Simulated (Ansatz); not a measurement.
## Li2VRuC6N6 (Fm-3m)

Theory: DFT PBE, scalar-relativistic, plane waves, PAW (Ansatz 0.2.0).

Settings: cutoff 420 eV, Γ-centred mesh 6×6×6 on the computed 16-atom cell, Gaussian smearing of 0.02 eV; collinear spin from starting moments 0.0 0.0 1.7 0.2 0.0 0.0 0.0 0.0 0.0 0.0 0.0 0.0 0.0 0.0 0.0 0.0 μB.

The structure is relaxed at this level of theory with its symmetry kept, and needn't be the ground state of this composition.

```
Li V Ru C N
1.0
     0.00000    5.25497    5.25497
     5.25497    0.00000    5.25497
     5.25497    5.25497    0.00000
Li V Ru C N
2 1 1 6 6
Direct
  0.25000 0.25000 0.25000
  0.75000 0.75000 0.75000
  0.00000 0.00000 0.00000
  0.50000 0.50000 0.50000
  0.80194 0.19806 0.19806
  0.19806 0.80194 0.19806
  0.19806 0.19806 0.80194
  0.19806 0.80194 0.80194
  0.80194 0.19806 0.80194
  0.80194 0.80194 0.19806
  0.68973 0.31027 0.31027
  0.31027 0.68973 0.31027
  0.31027 0.31027 0.68973
  0.31027 0.68973 0.68973
  0.68973 0.31027 0.68973
  0.68973 0.68973 0.31027
```

| Item | Value |
| --- | --- |
| Space group | Fm-3m (No. 225) |
| Volume per atom | 18.14 Å³ |
| Formation energy from the elements' standard states (uncorrected) | +0.179 eV/atom |
| Kohn–Sham band gap | 0.45 eV |
| Orbital (Löwdin) character of the top 1 eV of the valence band | V 3d 64 %, N 2p 19 %, Ru 4d 11 % |
| Orbital (Löwdin) character of the lowest 1 eV of the conduction band | V 3d 40 %, N 2p 24 %, Li 2s 15 %, C 2p 12 % |
| Total moment | 3.00 μB per cell |
| Moment by site (μB) | V3 1.55, Ru4 0.14, N11 0.04, N12 0.04, N13 0.04, N14 0.04, N15 0.04, N16 0.04 |

Moments started parallel, and an antiferromagnetic order may lie lower.

Only this magnetic start was tried.

The cell was found from a structure generator's guess, not taken from experiment. Kohn–Sham gaps at this level usually fall short of measured ones. Löwdin shares on free-atom orbitals overweight diffuse shells in the empty bands.
